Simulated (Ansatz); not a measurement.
SnIr:
```cif
data_Ir2Sn2
_chemical_formula_sum 'Ir2 Sn2'
_space_group_name_H-M_alt 'P 1'
_space_group_IT_number 1
_cell_length_a 3.98054
_cell_length_b 3.98054
_cell_length_c 5.59482
_cell_angle_alpha 90.000
_cell_angle_beta 90.000
_cell_angle_gamma 120.000
loop_
_space_group_symop_operation_xyz
  'x, y, z'
loop_
_atom_site_label
_atom_site_type_symbol
_atom_site_fract_x
_atom_site_fract_y
_atom_site_fract_z
_atom_site_occupancy
Ir1 Ir 0.00000 0.00000 0.00000 1
Ir2 Ir 0.00000 0.00000 0.50000 1
Sn1 Sn 0.33333 0.66667 0.25000 1
Sn2 Sn 0.66667 0.33333 0.75000 1
```

Relaxed with PBEsol.

### Question
Tabulate the valence density and the electron localisation function along the shortest Ir–Ir contact (2.80 Å), plane-wave PAW PBEsol (Ansatz code).

### Answer


| distance from Ir (Å) | density (e/Å³) | ELF |
|---|---|---|
| 0.28 | 8.81 | 0.55 |
| 0.42 | 7.57 | 0.66 |
| 0.56 | 5.42 | 0.66 |
| 0.70 | 3.19 | 0.56 |
| 0.84 | 1.60 | 0.40 |
| 0.98 | 0.84 | 0.28 |
| 1.12 | 0.55 | 0.26 |
| 1.26 | 0.43 | 0.34 |
| 1.40 | 0.40 | 0.38 |
| 1.54 | 0.43 | 0.34 |
| 1.68 | 0.55 | 0.26 |
| 1.82 | 0.84 | 0.28 |
| 1.96 | 1.60 | 0.40 |
| 2.10 | 3.19 | 0.56 |
| 2.24 | 5.42 | 0.66 |
| 2.38 | 7.57 | 0.66 |
| 2.52 | 8.81 | 0.55 |

The density is the valence pseudo-density with augmentation charge, so density and ELF within about 1 Å of a nucleus are not all-electron values.

Space group P6_3/mmc (NiAs type). The workflow started from an entry of the Crystallography Open Database (COD). Whether it is the stable phase at ambient conditions was not checked. Symmetry was held in the PBEsol relaxation; whether a distortion lowers the energy is not shown. No spin polarisation was allowed. Spin–orbit coupling is left out wherever it is not named.

Potentials: the later of the program's two PAW sets.
